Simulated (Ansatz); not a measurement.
InSb:
```yaml
crystal:
  lattice:
    - [-2.93133, 2.93133, 1.60486]
    - [2.93133, -2.93133, 1.60486]
    - [2.93133, 2.93133, -1.60486]
  atoms:
    - { symbol: In, position: [0.75000, 0.25000, 0.50000] }
    - { symbol: Sb, position: [0.00000, 0.00000, 0.00000] }
```

Relaxed with r²SCAN. Special points in fractions of this cell's reciprocal vectors: Γ (0.000, 0.000, 0.000); X (0.000, 0.000, 0.500); M (-0.500, 0.500, 0.500); Z (0.325, 0.325, -0.325); Z0 (-0.325, 0.675, 0.325); P (0.250, 0.250, 0.250); N (0.000, 0.500, 0.000).

Question: List the band energies nearest the Fermi level at these points for r²SCAN in the plane-wave PAW code Ansatz.

Answer: In eV from the Fermi level; about four levels below and three above (degenerate sets whole), none deeper than 8.9 eV; points with the same levels are listed once.

```csv
k,below,above
Γ,-3.20 -2.27 -2.27,3.60 4.92 6.86 6.86
X,-7.79 -0.55,1.86 1.96 2.07
M,-5.66 -4.93 -4.93,3.85 6.09 9.71 9.71
Z,-4.29 -3.07 -3.07 -3.05,3.69 5.88 5.88
P,-8.24 -4.47 -4.38 -3.04,3.13 3.38 4.54
N,-5.23 -2.31 -1.45 -1.22,2.77 3.18 5.27
```

Space group I-4m2. The workflow started from a Materials Project entry (that database holds measured and hypothetical structures alike); the Crystallography Open Database copy checked does not list it. It is not the phase usual at ambient conditions (space group No. 216). The cell keeps a stress of up to 0.2 GPa. The r²SCAN relaxation kept the symmetry of its start; its stability against distortions is not shown here. Spin–orbit coupling is left out wherever it is not named.

Potentials: the later of the program's two PAW sets.
